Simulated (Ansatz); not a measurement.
Cd2TeSe in space group P-4m2 (No. 115; Cd on 2g, Te on 1d, Se on 1b), DFT-PBEsol in the program Ansatz with PAW potentials, all energies at zero smearing, with the estimated change up to a 700 eV cutoff added, with one set of potentials and settings (totals compare only within such a set). Cell of 4 atoms (2 Cd, 1 Te, 1 Se): -28695.699 eV.

```tsv
element	reference phase	E (eV/atom)
Cd	P6_3/mmc, 2 atoms in the cell	-8184.0667
Te	P3_121, 3 atoms in the cell	-6901.5142
Se	P3_121, 3 atoms in the cell	-5424.2079
```

Formation energy per atom, worked out: (-28695.699 − 2×(-8184.0667) − 1×(-6901.5142) − 1×(-5424.2079))/4 = -0.461 eV/atom (-44 kJ per mol of atoms), at 0 K, without zero-point energy or fitted corrections.

The first step of the workflow began from a Materials Project structure, measured or hypothetical; the Crystallography Open Database copy checked does not list it. Whether it is the stable phase at ambient conditions was not checked. The PBEsol relaxation kept the symmetry of its start; of distortions, only those at the zone centre were tested. The references are the lowest solids computed at this level, not always the standard phases. Scalar-relativistic: spin–orbit coupling is off unless named, which matters more the heavier the elements.

Potentials: the later of the program's two PAW sets.
